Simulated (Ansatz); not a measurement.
**Computed properties of Ba$_{3}$MgNb$_{2}$O$_{9}$**

Ba₃MgNb₂O₉:
```yaml
crystal:
  lattice:
    - [5.75046, 0.00000, 0.00000]
    - [-2.87523, 4.98005, 0.00000]
    - [0.00000, 0.00000, 7.05903]
  atoms:
    - { symbol: Ba, position: [0.00000, 0.00000, 0.00000] }
    - { symbol: Ba, position: [0.33333, 0.66667, 0.66647] }
    - { symbol: Ba, position: [0.66667, 0.33333, 0.33353] }
    - { symbol: Mg, position: [0.00000, 0.00000, 0.50000] }
    - { symbol: Nb, position: [0.33333, 0.66667, 0.17842] }
    - { symbol: Nb, position: [0.66667, 0.33333, 0.82158] }
    - { symbol: O, position: [0.82880, 0.17120, 0.67423] }
    - { symbol: O, position: [0.17120, 0.82880, 0.32577] }
    - { symbol: O, position: [0.82880, 0.65759, 0.67423] }
    - { symbol: O, position: [0.17120, 0.34241, 0.32577] }
    - { symbol: O, position: [0.34241, 0.17120, 0.67423] }
    - { symbol: O, position: [0.65759, 0.82880, 0.32577] }
    - { symbol: O, position: [0.50000, 0.00000, 0.00000] }
    - { symbol: O, position: [0.00000, 0.50000, 0.00000] }
    - { symbol: O, position: [0.50000, 0.50000, 0.00000] }
```

Space group P-3m1 (No. 164); conventional cell a = 5.7505 Å, b = 5.7505 Å, c = 7.0590 Å, α = 90.00°, β = 90.00°, γ = 120.00°.

Method: the program Ansatz at the PBEsol level (PAW). Structure relaxed to zero pressure with the same functional. Other levels are named where they apply.

**Cell and energy**

```
Quantity                                                       Value
-----------------------------------------------------  -------------
Volume per atom                                             13.48 Å³
Density                                                   6.29 g/cm³
Formation energy from the elements (no fitted shifts)  -2.99 eV/atom
```

**Electronic structure**

```
Property                                                                          Result
------------------------------------------------  --------------------------------------
Band gap                                                              2.86 eV (indirect)
Valence-band maximum                                                                at A
Conduction-band minimum                                                             at Γ
Smallest direct gap on the standard path                                         3.07 eV
Electron effective mass                           0.64, 0.64, 0.96 mₑ (principal values)
Electron effective mass with spin–orbit coupling  0.65, 0.65, 0.96 mₑ (principal values)
HSE06 gap on the PBEsol cell                                                     4.30 eV
Gap with spin–orbit coupling                                                     2.85 eV
```

**Mechanics**

```
Item                                                                                                        Result
--------------------------------------------  --------------------------------------------------------------------
Bulk modulus (Birch–Murnaghan fit)                                                                         141 GPa
Pressure derivative B′                                                                                         4.9
Elastic constants (relaxed ions, GPa)         C11 = 262, C12 = 84.2, C13 = 78.0, C14 = -8.0, C33 = 271, C44 = 80.2
Mechanical stability                                                        stable (all eigenvalues of C positive)
Hill bulk and shear moduli                                                                        142 and 86.4 GPa
Young's modulus                                                                                            215 GPa
Poisson's ratio                                                                                               0.25
Debye temperature from the elastic constants                                                                 514 K
```

**Dielectric response**

```
Quantity                                                                                                      Value
--------------------------------------------------------  ---------------------------------------------------------
Electronic dielectric constant ε∞ (DFPT)                                                  4.99 (xx = yy), 4.82 (zz)
Static dielectric constant ε0 (ions relaxed, cell fixed)                                  46.5 (xx = yy), 29.6 (zz)
Born charges (a third of the trace)                       Ba +2.75 to +2.83, Mg +2.86, Nb +6.60, O -2.99 to -2.58 e
```

**Phonons**

```
Item                                                                 Value
--------------------------------------------------  ----------------------
Highest zone-centre frequency (without LO–TO term)                785 cm⁻¹
Zone-centre stability                               no imaginary mode at Γ
```

The workflow started from a Materials Project entry (that database holds measured and hypothetical structures alike); the Crystallography Open Database files this formula in space group No. 164, but the cells were not matched. Its standing as an ambient phase is unchecked. The PBEsol relaxation kept the symmetry of its start. No spin polarisation was allowed. The references are the lowest solids computed at this level, not always the standard phases (solids in place of the gases). Spin–orbit coupling is left out wherever it is not named.

Potentials: the later of the program's two PAW sets.
